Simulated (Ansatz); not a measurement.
The relaxed structure here is a generated cell of TiTe2: the first start was made by placing the elements on the sites of a structure type, and the end was not matched to a known phase here, so it may be hypothetical. Known forms of TiTe2 include space group No. 164.

A relaxed structure of TiTe₂. Space group P2₁/c (No. 14), AFLOW prototype A2B_mP12_14_2e_e (C43, as in ZrO2). Calculation: r2SCAN (plane waves to 500 eV, PAW, scalar-relativistic; Ansatz, a program for electronic structure).

Space group P2₁/c (No. 14); a = 6.7622 Å, b = 6.8344 Å, c = 7.1077 Å, α = 90.00°, β = 99.59°, γ = 90.00°

```csv
atom,site,symmetry,x,y,z
Ti,4e,1,0.2895,0.0609,0.2076
Te,4e,1,0.0753,0.3432,0.3416
Te,4e,1,0.5703,0.2635,0.0121
```

```json
{
  "volume_per_atom": "26.99 Å³",
  "density": "6.21 g/cm³",
  "band_gap": "zero (metallic)",
  "shortest_distances": "Te–Ti 2.68 Å; Te–Te 3.37 Å",
  "k-mesh": "6×6×6"
}
```

Band energies at high-symmetry points (eV from the Fermi level; labels of this space group; no spin-orbit coupling), from −5 eV up to 2.0 eV:

| point | energies |
|---|---|
| Γ | -4.78 -4.66 -4.53 -3.87 -3.75 -3.71 -3.30 -3.16 -2.71 -2.31 -2.17 -1.92 -1.79 -1.54 -1.23 -1.04 -0.59 -0.58 -0.04 0.16 0.22 0.32 0.38 0.62 0.73 0.82 0.92 1.01 1.11 1.12 1.30 1.59 1.92 |
| Z | -4.65 -4.65 -3.77 -3.77 -3.54 -3.54 -3.28 -3.28 -2.27 -2.27 -2.14 -2.14 -1.64 -1.64 -1.44 -1.44 -0.92 -0.92 -0.55 -0.55 0.32 0.32 0.52 0.52 0.64 0.64 0.98 0.98 1.32 1.32 1.36 1.36 1.61 1.61 |
| D | -4.97 -4.97 -3.88 -3.88 -3.88 -3.88 -3.48 -3.48 -3.36 -3.36 -2.88 -2.88 -2.67 -2.67 -1.82 -1.82 -1.45 -1.45 -1.26 -1.26 -0.92 -0.92 0.30 0.30 0.35 0.35 0.83 0.83 1.06 1.06 1.06 1.06 1.26 1.26 1.84 1.84 |
| B | -4.94 -4.94 -4.77 -4.77 -3.98 -3.98 -3.44 -3.44 -3.01 -3.01 -2.71 -2.71 -2.19 -2.19 -1.76 -1.76 -1.72 -1.72 -1.12 -1.12 -0.36 -0.36 0.39 0.39 0.63 0.63 0.81 0.81 0.93 0.93 1.11 1.11 1.46 1.46 1.81 1.81 1.89 1.89 |
| A | -4.22 -4.22 -3.81 -3.81 -3.56 -3.56 -2.95 -2.95 -2.45 -2.45 -2.25 -2.25 -2.01 -2.01 -1.62 -1.62 -1.20 -1.20 -0.70 -0.70 0.18 0.18 0.69 0.69 0.83 0.83 0.94 0.94 1.07 1.07 1.31 1.31 1.44 1.44 |
| E | -4.63 -4.63 -4.54 -4.54 -4.05 -4.05 -3.72 -3.72 -3.45 -3.45 -3.07 -3.07 -2.83 -2.83 -2.48 -2.48 -2.16 -2.16 -1.81 -1.81 -1.55 -1.55 -1.12 -1.12 0.22 0.22 0.47 0.47 0.71 0.71 0.83 0.83 1.01 1.01 1.41 1.41 1.79 1.79 1.97 1.97 |
| C2 | -4.17 -4.17 -3.95 -3.95 -3.14 -3.14 -3.11 -3.11 -2.61 -2.61 -2.18 -2.18 -1.80 -1.80 -1.63 -1.63 -1.06 -1.06 -0.97 -0.97 0.35 0.35 0.52 0.52 0.72 0.72 1.00 1.00 1.10 1.10 1.44 1.44 1.69 1.69 |
| Y2 | -4.82 -4.76 -4.64 -4.41 -4.29 -4.23 -3.86 -3.43 -3.02 -2.69 -2.68 -2.66 -2.36 -1.91 -1.69 -1.47 -1.41 -1.21 -0.84 -0.73 -0.41 -0.30 -0.05 0.28 0.44 0.52 0.81 0.86 0.89 0.94 0.96 1.02 1.20 1.94 |

No spin polarisation in the result.

The run could not lose the symmetry of its start; a randomly shaken copy of 12 atoms returns to this structure.
